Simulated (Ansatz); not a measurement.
BAs:
```cif
data_As3B3
_chemical_formula_sum 'B3 As3'
_space_group_name_H-M_alt 'P 1'
_space_group_IT_number 1
_cell_length_a 3.42900
_cell_length_b 3.42900
_cell_length_c 7.40259
_cell_angle_alpha 90.000
_cell_angle_beta 90.000
_cell_angle_gamma 120.000
loop_
_space_group_symop_operation_xyz
  'x, y, z'
loop_
_atom_site_label
_atom_site_type_symbol
_atom_site_fract_x
_atom_site_fract_y
_atom_site_fract_z
_atom_site_occupancy
B1 B 0.50000 0.00000 0.50000 1
B2 B 0.00000 0.50000 0.16667 1
B3 B 0.50000 0.50000 0.83333 1
As1 As 0.50000 0.00000 0.00000 1
As2 As 0.00000 0.50000 0.66667 1
As3 As 0.50000 0.50000 0.33333 1
```

This is the PBEsol-relaxed structure.

Question: All from PBEsol in the plane-wave PAW code Ansatz, unless another level is named. Estimate the HSE06 gap on the PBEsol cell.

Answer: 0.90 eV.

Question: Predict the electron effective mass with spin–orbit coupling.

Answer: 0.19, 0.32, 0.32 mₑ (principal values).

Question: Next, the conduction-band minimum?

Answer: at M (3 equivalent valleys).

Space group P6_222. The start of the workflow was typed in or built on a structure type; neither database checked (COD, Materials Project) lists it. It is not the phase usual at ambient conditions (space group No. 216). Symmetry was held in the PBEsol relaxation; its stability against distortions is not shown here. Its formation energy is positive at this level, so the cell may be metastable or incomplete. Scalar-relativistic: spin–orbit coupling is off unless named, which matters more the heavier the elements.

Potentials: the earlier of the program's two PAW sets. The files were generated under PBE; for other functionals the program regenerates the frozen cores, and for LDA and PBEsol the local potential too.
